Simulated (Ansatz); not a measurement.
TiN (rock salt)

```
TiN
1.0
    0.00000     2.10198     2.10198
    2.10198     0.00000     2.10198
    2.10198     2.10198     0.00000
N Ti
1 1
Direct
  0.00000   0.00000   0.00000
  0.50000   0.50000   0.50000
```

The slice is a {110} plane (indices of the conventional cell) through the point (0.000, 0.000, 0.000) (fractional), spanned by u = [100] and v = [1 -1 -1] in vectors of this cell: u (2.97 Å) and v (4.20 Å, at 90° to u). It covers one period; positions are fractions (u, v).

Calculation: PBEsol (plane waves to 420 eV, PAW, scalar-relativistic; Ansatz, a quantum-chemistry and plane-wave program). k mesh 19×19×19. Near the nuclei the fields are pseudised (PAW); where an atom keeps semicore shells as valence, they peak there. TiN is run without spin polarisation. TiN was relaxed with its symmetry unable to fall.

**Question.** What is the ELF at the midpoint of the shortest N–Ti line in this plane (2.10 Å)?

**Answer.** 0.19.

**Question.** What is the valence density on the shortest N–Ti line in this plane (2.10 Å), at its midpoint?

**Answer.** 0.53 e/Å³.

**Question.** Sketch the electrostatic potential energy of an electron, from the cell's mean on this plane as a map.

**Answer.** 
```
|xxxxxx788888887xxxxx|
|xxxxxx888888887xxxxx|
|xxxxxx899888998xxxxx|
|xxxxx89999999998xxxx|
|xxxx7899999999987xxx|
|33457899999999987543|
|00235689999999865320|
|00002468999998642000|
|xxxx0046899986400xxx|
|xxxxx01578987510xxxx|
|xxxxxx036888630xxxxx|
|xxxxxx025787510xxxxx|
|xxxxxx005787500xxxxx|
|xxxxxxx0577750xxxxxx|
|xxxxxx005787500xxxxx|
|xxxxxx015787520xxxxx|
|xxxxxx036888630xxxxx|
|xxxxx01578987510xxxx|
|xxxx0046899986400xxx|
|00002468999998642000|
|00235689999999865320|
|33457899999999987543|
|xxxx7899999999987xxx|
|xxxxx89999999998xxxx|
|xxxxxx899888998xxxxx|
|xxxxxx788888888xxxxx|
|xxxxxx788888887xxxxx|
|xxxxxxx7877787xxxxxx|
```
Scale: ten equal steps from 2.00 (start of '0') to 10.98 (end of '9'), in the order '0123456789'. Values: electrostatic potential energy of an electron, from the cell's mean, in eV. The map has 20 points along u (one character each, u = 0 at the left) and 28 along v (v = 0 in the bottom row). Points within 0.9 Å of a nucleus are blanked (x), as the pseudised field means little there. Values under 2 eV are set to 2. The zero, the cell's mean, hangs on the PAW cores.
